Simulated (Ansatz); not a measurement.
Density of states of a Hf3ZrAl4N8 cell (elements on a rock salt lattice, relaxed), per eV and atom, broadened by Gaussian smearing of width 0.1 eV and averaged over bins of 0.4 eV, from 8 eV under the Fermi level at most up to where the solved bands end.

Level of theory: DFT PBE, scalar-relativistic, plane waves, PAW in Ansatz 0.2.0.

Cutoff 420 eV; k points 7×7×7 on the computed 16-atom cell (Γ-centred); Gaussian smearing, width 0.10 eV; no spin polarisation.

```
CELL_PARAMETERS angstrom
-4.37088 4.35783 -0.04458
-4.32632 -0.00003 4.32606
0.06158 4.37483 4.38762
ATOMIC_POSITIONS crystal
N 0.76079 0.73692 0.76209
N 0.22649 0.74698 0.77866
N 0.76077 0.23930 0.76210
N 0.77298 0.74851 0.22905
N 0.23105 0.24902 0.76998
N 0.24335 0.75831 0.23692
N 0.77761 0.25053 0.22039
N 0.24337 0.26051 0.23687
Al 0.00202 0.99871 0.99958
Al 0.50190 0.99877 0.99962
Al 0.00198 0.49879 0.99956
Al 0.00199 0.49868 0.49975
Zr 0.00203 0.99875 0.49956
Hf 0.50200 0.49873 0.99956
Hf 0.50206 0.99877 0.49953
Hf 0.50206 0.49874 0.49950
```

```csv
E − E_F (eV),total,N 2p,Hf 5d,Zr 4d,Al 3p
-7.85,0.328,0.191,0.035,0.010,0.036
-7.45,0.497,0.298,0.047,0.015,0.085
-7.05,0.403,0.245,0.040,0.019,0.055
-6.65,0.397,0.245,0.047,0.018,0.045
-6.25,0.392,0.247,0.049,0.015,0.040
-5.85,0.571,0.370,0.077,0.033,0.050
-5.45,0.526,0.354,0.069,0.028,0.039
-5.05,0.672,0.478,0.083,0.028,0.039
-4.65,0.681,0.511,0.080,0.019,0.027
-4.25,0.781,0.617,0.075,0.020,0.022
-3.85,0.822,0.691,0.058,0.016,0.015
-3.45,0.405,0.346,0.026,0.010,0.003
-3.05,0.148,0.126,0.010,0.004,0.001
-2.65,0.029,0.026,0.002,0.001,0.000
-2.25,0.010,0.001,0.005,0.002,0.000
-1.85,0.046,0.007,0.026,0.011,0.000
-1.45,0.078,0.014,0.043,0.017,0.000
-1.05,0.113,0.022,0.062,0.022,0.000
-0.65,0.142,0.029,0.078,0.026,0.000
-0.25,0.210,0.042,0.111,0.033,0.001
0.15,0.175,0.035,0.089,0.030,0.002
0.55,0.221,0.038,0.102,0.033,0.006
0.95,0.304,0.044,0.148,0.038,0.013
1.35,0.409,0.060,0.180,0.073,0.018
1.75,0.377,0.058,0.157,0.069,0.016
```

The columns after the total are the largest Löwdin projections on the valence shells of the potentials, so they needn't add up, and the weight of a shell that a potential lacks goes to other orbitals. The cell has no gap on the mesh.

Spin-orbit coupling is left out, which matters for the bands of heavy elements.

Cost: 2 runs of about 13 core-minutes in all (earlier runs that led there not counted), on Arm Neoverse V1 (shared hosts).